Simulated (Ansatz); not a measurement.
Cu (fcc (Cu type), Fm-3m) under volume change, plane-wave PAW PBEsol (Ansatz code), scaled uniformly.

```tsv
V (Å³/atom)	E − E(relaxed) (meV/atom)	P (GPa)
10.293	58.0	20.06
10.632	24.2	12.13
10.971	(withheld)	(withheld)
11.311	0.0	0.00
11.650	5.0	-4.61
11.989	19.0	-8.46
12.329	(withheld)	(withheld)
```

Task: Complete the blanks.

Result: 
- 10.971, E − E(relaxed) (meV/atom): 5.7
- 10.971, P (GPa): 5.52
- 12.329, E − E(relaxed) (meV/atom): 40.4
- 12.329, P (GPa): -11.66

Task: What does a third-order Birch–Murnaghan fit give for V₀, B₀ and B′?

Result: V₀ = 11.31 Å³/atom, B₀ = 168 GPa, B′ = 5.0.

The cell was relaxed with PBEsol under the symmetry of its start. The run is not spin-polarised.

Potentials: the earlier of the program's two PAW sets.
